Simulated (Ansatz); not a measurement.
LiF in the rocksalt structure, relaxed with r2SCAN: 9 runs in Ansatz, each a construction of maximally localised Wannier functions. Space group Fm-3m (No. 225), cubic; conventional cell a = 3.990 Å, 7.94 Å³ an atom. Li is surrounded by 6 F at 1.99 Å; F is surrounded by 6 Li at 1.99 Å. Calculated for a static, non-magnetic cell.

```
Li F
1.0
     0.00000    1.99487    1.99487
     1.99487    0.00000    1.99487
     1.99487    1.99487    0.00000
Li F
1 1
Direct
  0.00000 0.00000 0.00000
  0.50000 0.50000 0.50000
```

Windows count from the top of the filled bands; a dash means that no such window was set (without an outer window there is no disentanglement). Rows marked drawn have settings drawn at random (some not listed).

| functional | SCF mesh | trial orbitals | functions | mesh | window (eV) | frozen (eV) | settings | Ω total (Å²) | Ω invariant (Å²) | largest spread (Å²) | least projectability | interpolation miss of the model's filled bands (eV, to the nearest computed level) |
| --- | --- | --- | --- | --- | --- | --- | --- | --- | --- | --- | --- | --- |
| PBE | 8×8×8 | F s, F p | 4 | 8×8×8 | – | – | chosen | 1.77 | 1.44 | 0.44 | 0.97 | 0.001 |
| PBE | 8×8×8 | F s, F p | 4 | 6×6×6 | – | – | chosen | 1.75 | 1.42 | 0.44 | 0.97 | 0.002 |
| PBE | 8×8×8 | F s, F p | 4 | 10×10×10 | – | – | chosen | 1.78 | 1.45 | 0.45 | 0.97 | 0.001 |
| PBE | 8×8×8 | F p | 3 | 8×8×8 | – | – | chosen | 1.72 | 1.72 | 0.57 | 0.97 | 0.001 |
| r2SCAN | 8×8×8 | F s, F p | 4 | 8×8×8 | – | – | chosen | 1.73 | 1.41 | 0.43 | 0.98 | 0.000 |
| r2SCAN | 8×8×8 | F p | 3 | 8×8×8 | – | – | chosen | 1.68 | 1.68 | 0.56 | 0.97 | 0.000 |
| HSE06 | 8×8×8 | F s, F p | 4 | 8×8×8 | – | – | chosen | 1.72 | 1.40 | 0.43 | 0.98 | – |
| PBE | 8×8×8 | F p | 3 | 3×3×3 | – | – | drawn | 1.55 | 1.54 | 0.52 | 0.97 | 0.179 |
| PBE | 8×8×8 | F p | 3 | 8×8×8 | -22.9 to +26.3 | – | drawn | 1.10 | 1.10 | 0.37 | 0.91 | 1.075 |

For F s, F p with PBE the spread goes 1.75 Å² (6×6×6), 1.77 Å² (8×8×8), 1.78 Å² (10×10×10): finite differences on a coarse mesh understate it.
